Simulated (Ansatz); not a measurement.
**Notes on Ag**

```xyz
2
Lattice="2.9645 0.0000 0.0000 -1.4823 2.5673 0.0000 0.0000 0.0000 4.8464" Properties=species:S:1:pos:R:3 pbc="T T T"
Ag   -0.0001    1.7116    1.2116
Ag    1.4821    0.8557    3.6348
```

The numbers come from plane-wave PAW DFT (Ansatz): LDA, no spin polarisation, 420 eV, 13×13×7 Γ-centred k points, fermi-dirac occupations (width 0.1 eV). Nothing was relaxed.

(1) What does the stress say?

(2) Are the atoms at rest?

(3) What do density and ELF say about some of the short contacts?

(4) Is there a gap?

Origin: a database entry at a rescaled volume. Caveats: atoms or cell far from equilibrium.

Cost: 5.7 s on 1 thread of Intel(R) Xeon(R) 6975P-C (Granite Rapids) (shared host), peak memory 0.43 GiB (start from a saved density). The time holds forces, stress, Bader, DOS, bands, ELF.

## Answers

(1) The pressure is -13.1 GPa (compression positive), so with the atoms held at these fractions the cell would first shrink. The principal stresses -13.5, -13.5, -12.2 GPa differ, so its shape would change too.

(2) The forces vanish by the symmetry of the sites.

(3) Ag–Ag at 2.96 Å: least valence density 0.19 e/Å³ and ELF 0.16 there. These are pseudo-fields; inside the PAW spheres they differ from the all-electron ones.

(4) It is a metal, with about 0.6 states/eV a cell as the mean within 0.25 eV of the Fermi level.
